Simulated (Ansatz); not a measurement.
SnGe:
```yaml
crystal:
  lattice:
    - [3.61134, 0.00000, 0.00000]
    - [0.00000, 3.61134, 0.00000]
    - [0.00000, 0.00000, 3.61134]
  atoms:
    - { symbol: Sn, position: [0.00000, 0.00000, 0.00000] }
    - { symbol: Ge, position: [0.50000, 0.50000, 0.50000] }
```

Relaxed with PBE. Special points in fractions of this cell's reciprocal vectors: Γ (0.000, 0.000, 0.000); X (0.000, 0.500, 0.000); M (0.500, 0.500, 0.000); R (0.500, 0.500, 0.500).

Question: List the band energies nearest the Fermi level at these points for plane-wave PAW PBE (Ansatz code).

Answer: In eV from the Fermi level; about four levels below and three above (degenerate sets whole), none deeper than 8.9 eV; … stands for higher levels left out; points with the same levels are listed once.

| k | below | above |
|---|---|---|
| Γ | -2.77 -0.39 -0.39 -0.39 | 4.23 4.23 … |
| X | -8.48 | 1.80 2.18 2.18 |
| M | -7.44 -6.17 -4.58 -4.58 | 3.05 4.87 5.91 5.91 |
| R | -1.55 -1.55 -1.55 -1.35 -1.35 -1.35 | … |

Space group Pm-3m (CsCl type). A made-up cell: these elements were put on the sites of a structure type; neither database checked (COD, Materials Project) lists it. Its standing as an ambient phase is unchecked. The PBE relaxation kept the symmetry of its start; whether a distortion lowers the energy is not shown. Scalar-relativistic: spin–orbit coupling is off unless named, which matters more the heavier the elements.

Potentials: the earlier of the program's two PAW sets.
